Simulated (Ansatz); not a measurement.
# From the elastic tensor of CrB2 at 6 GPa (stress–strain coefficients) to moduli and sound speeds

These are results of Ansatz, DFT LDA, scalar-relativistic, plane waves, PAW, not measurements. Settings: 420 eV plane-wave cutoff, Γ-centred 18×18×14 mesh, Fermi-Dirac smearing of 0.15 eV. No spin polarisation.

It takes space group P6/mmm (No. 191, hexagonal). Conventional cell: a = 2.933 Å, b = 2.933 Å, c = 2.836 Å, α = 90.00°, β = 90.00°, γ = 120.00°. Cr (site symmetry 6/mmm) is surrounded by 12 B at 2.21 Å. B (site symmetry -6m2) has 3 B at 1.69 Å as nearest neighbours.

In a metal, frequencies and elastic constants depend on the k mesh and the smearing, soft modes and shear constants most. Spin polarisation was left out, and a magnetic state may lie lower. Other phases may be more stable at this pressure.

Relaxed-ion constants (GPa, on the Cartesian axes of the calculation):
C11 = 672.0, C12 = 224.2, C13 = 232.4, C22 = 672.0, C23 = 232.4, C33 = 444.1, C44 = 212.1, C55 = 212.1, C66 = 223.9 GPa; the others vanish.

Density 5.785 g/cm³; 3 atoms in 21.13 Å³.

The values that follow are for a polycrystal of randomly turned grains, by Hill's mean where one number stands.

With S = C⁻¹: B_V = (C11+C22+C33+2(C12+C13+C23))/9, G_V = (C11+C22+C33−C12−C13−C23+3(C44+C55+C66))/15, 1/B_R = S11+S22+S33+2(S12+S13+S23), 15/G_R = 4(S11+S22+S33−S12−S13−S23)+3(S44+S55+S66); Hill is their mean. Then v_l = √((B+4G/3)/ρ), v_t = √(G/ρ), v_m = [(2/v_t³+1/v_l³)/3]^(−1/3) and Θ = (ħ/k_B)·v_m·(6π²n/V)^(1/3) for n atoms in the volume V; E = 9BG/(3B+G), ν = (3B−2G)/(2(3B+G)) and A^U = 5G_V/G_R + B_V/B_R − 6.

- Bulk modulus, Voigt / Reuss / Hill: 351.8 / 339.2 / 345.5 GPa
- Shear modulus, Voigt / Reuss / Hill: 202.9 / 195.0 / 199.0 GPa
- Young's modulus: 501 GPa
- Poisson ratio: 0.258
- Pugh ratio B/G: 1.74
- Universal anisotropy index: 0.24
- Longitudinal and transverse sound speeds: 10275 and 5864 m/s
- Debye temperature from the mean sound speed: 1012 K

Cost: 1 run of about 3.9 core-minutes, on Arm Neoverse V2 (shared hosts).